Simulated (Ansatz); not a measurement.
In plane-wave PAW r²SCAN (Ansatz code), Al$_{2}$Cu in the tetragonal phase (I4/mcm; Cu on 4a, Al on 8h) relaxes to a = 5.997 Å, c = 4.805 Å. Against the elements it lies at -0.16 eV/atom, with no fitted shifts.

Electronic character: metallic (no gap).

An equation-of-state fit gives a bulk modulus of 114 GPa. Bader charges are Cu -2.03, Al +1.01 e.

The r²SCAN relaxation kept the symmetry of its start. No spin polarisation was allowed. Axis ratios of metals converge slowly with the k-mesh, so a and c are less sure than the volume. The references are the lowest solids computed at this level, not always the standard phases.

Potentials: the earlier of the program's two PAW sets.
